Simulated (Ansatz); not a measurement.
Ga2Ag2Pd, a known structure type with other elements, at an estimated volume

```
Pd Ga Ag
1.0
     0.00000    3.29692    0.00000
     4.99271    0.00000    0.00000
     2.49635    1.64846   -5.42412
Pd Ga Ag
1 2 2
Direct
  0.00000 0.00000 0.00000
  0.36270 0.86270 0.27460
  0.63730 0.13730 0.72540
  0.35758 0.35758 0.28484
  0.64242 0.64242 0.71516
```

Single point in Ansatz 0.2.0 with r2SCAN, no spin polarisation. Cutoff 500 eV, PAW datasets, 8×8×8 Γ-centred k mesh, fermi-dirac filling (width 0.1 eV).

Formation energy: 0.45 eV an atom against the elements' usual phases (free molecules for gases, crystals otherwise, with no correction for O₂ or N₂), so at this geometry it isn't bound against them. Relaxing would lower it.
Charges: Bader charges in e: Ga +0.44, Ag -0.10, Pd -0.68. In the mean Ga gives up most and Pd takes most.
Forces: The largest is on Ga2 (and as large on other atoms): 4.45 eV/Å, components (0.00, 0.00, -4.45). It makes 132° with the line to a nearest neighbour, Pd1 at 2.22 Å.
Electronic structure: It is a metal, with about 1.8 states/eV a cell as the mean within 0.25 eV of the Fermi level, mostly Ga p (48 %), Ga s (15 %) and Ag s (13 %).

Origin: a known structure type with other elements, at an estimated volume, so it need not be a known compound. Caveats: atoms or cell far from equilibrium.
